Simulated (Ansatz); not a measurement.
Slab of fcc Ni (110), 5 layers

The slab is cut from the fcc crystal, the stable phase, as relaxed on PAW files (10.89 Å³/atom), with 16 Å of vacuum and a dipole correction:

```
CELL_PARAMETERS angstrom
2.48804 0.00000 0.00000
0.00000 3.51862 0.00000
0.00000 0.00000 20.97610
ATOMIC_POSITIONS crystal
Ni 0.00000 0.00000 0.38139
Ni 0.50000 0.50000 0.44069
Ni 0.00000 0.00000 0.50000
Ni 0.50000 0.50000 0.55931
Ni 0.00000 0.00000 0.61861
```

Computed with Ansatz 0.2.0; functional PBE, scalar-relativistic. Settings: a Γ-centred 15×10×1 k mesh, Fermi–Dirac smearing of 0.05 eV, spin-polarised from start moments Ni1 1, Ni2 1, Ni3 1, Ni4 1, Ni5 1 μB. Methods: LAPW: all electrons, basis error target 1 meV/atom; PAW: frozen-core files, cutoff 420 eV.

The bulk energy comes from a cell in the slab's orientation on a 15×10×15 mesh. The surface energy is (E(slab) − N·E(bulk))/2A at zero smearing, the mean of both faces; thin slabs carry quantum-size effects.

Other magnetic orders may lie lower.

Task: As cut, the LAPW slab lies 2.592 eV above 5 atoms of bulk. What surface energy is that?

Result: Over two faces of 8.75 Å² it is 148.0 meV/Å², and times 16.02 J/m² per eV/Å² that gives γ = 2.372 J/m².

```json
{"method": "LAPW", "γ as cut (J/m²)": "2.372", "γ relaxed (J/m²)": "?", "Φ as cut (eV)": "4.52", "Φ relaxed (eV)": "4.54"}
```

Task: What belongs in the row "LAPW", column "γ relaxed (J/m²)"?

Result: 2.282.

Task: How do the spacings between the planes relax?

Result: From the bottom face up: d12 -11.3 % of 1.244 Å, d23 +3.4 % of 1.244 Å, d34 +3.4 % of 1.244 Å, d45 -11.3 % of 1.244 Å.

Task: How do the moments vary through the slab?

Result: Ni1 0.80, Ni2 0.70, Ni3 0.72, Ni4 0.70, Ni5 0.80 μB in the LAPW spheres; the bulk has Ni 0.67 μB.

Task: What changes if the images along the normal are cut off in place of the dipole correction?

Result: LAPW then gives: no gap, work function 4.54 eV; PAW: no gap, work function 4.54 eV.

Task: A field of 0.2 V/Å is applied along the normal, atoms held. What follows?

Result: LAPW finds an induced dipole of 0.0747 e·Å a cell (PAW 0.0748), that is 7.72 Å for 4πα over the area, against 4.78 Å between the outer atoms.
